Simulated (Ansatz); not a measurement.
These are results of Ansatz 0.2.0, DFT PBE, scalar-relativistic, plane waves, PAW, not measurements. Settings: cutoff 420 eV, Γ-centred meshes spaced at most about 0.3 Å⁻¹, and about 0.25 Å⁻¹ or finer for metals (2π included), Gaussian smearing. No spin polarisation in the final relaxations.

Temperature and zero-point effects are left out. All come from trial cells, and lower structures may exist.

Question: Which of these relaxed structures of SbP is the lowest in energy?
A.

```
Sb P
1.0
     0.00000    2.81780    2.81780
     2.81780    0.00000    2.81780
     2.81780    2.81780    0.00000
Sb P
1 1
Cartesian
  2.8178 2.8178 2.8178
  0.0000 0.0000 0.0000
```

B.

```
Sb P
1.0
     1.98399    1.14546    3.50061
    -1.98399    1.14546    3.50061
     0.00000   -2.29091    3.50061
Sb P
1 1
Direct
  0.51874 0.51874 0.51874
  0.98051 0.98051 0.98051
```

Answer: B. It has space group R3m (No. 160); the next, A, with the rock salt type, space group Fm-3m (No. 225), lies 51 meV/atom higher. Counting P atoms around Sb (those within 1.25 times the shortest such distance or 1.15 times the sum of covalent radii, 1.27 where that leaves under three; a plus sign parts nearer from farther groups), the lowest has Sb 3+3 and the next has Sb 6. Even the lowest lies +0.07 eV/atom against the elements.

Spin–orbit coupling, which can matter for Sb, is left out. Cells relaxed within their symmetry can be saddle points. The R3m cell of SbP came from shaking the Fm-3m one. Some types were kept out of the candidates beforehand, so the set may lack a known form.
